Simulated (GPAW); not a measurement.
YCuF5: changing the functional

```
Y Cu F
1.0
    -2.11615    3.47550    4.03327
     2.11615   -3.47550    4.03327
     2.11615    3.47550   -4.03327
Y Cu F
1 1 5
Direct
  0.50000 0.50000 0.00000
  0.00000 0.00000 0.00000
  0.50000 0.00000 0.50000
  0.77434 0.77434 0.00000
  0.22565 0.22565 0.00000
  0.18689 0.50000 0.68689
  0.81311 0.50000 0.31311
```

The cell comes from a database or a generator and needn't be the stable form of this composition.

Kept alike: task band structure; k mesh 5 × 5 × 5; occupations fermi-dirac, width 0.05 eV; no spin polarisation. Program: GPAW, potentials by row: the program's PAW data sets (release 1.2.1) made for this functional (LDA); GPAW PAW data sets (gpaw-data 1.2.1) (PBE); PAW data sets generated for this functional (PBEsol), cutoff 800 eV. The mesh is that of the run's cell of 7 atoms. No spin-orbit coupling.

| run | pressure (GPa) |
| --- | --- |
| A | -8.28 |
| B | -4.61 |
| C | -1.69 |

Pressure is positive in compression; the values hold the error of the finite cutoff, so their zero can differ a little from the energy's minimum. For a metal such a mesh leaves the last digits unconverged.

Task: The runs differ in the functional alone: LDA; PBE; PBEsol. Which run is which?

Result: Run A is LDA; run B is PBEsol; run C is PBE. The pressure runs from -8.28 (LDA) to -1.69 GPa (PBE). From PBE: LDA -6.59; PBEsol -2.92.
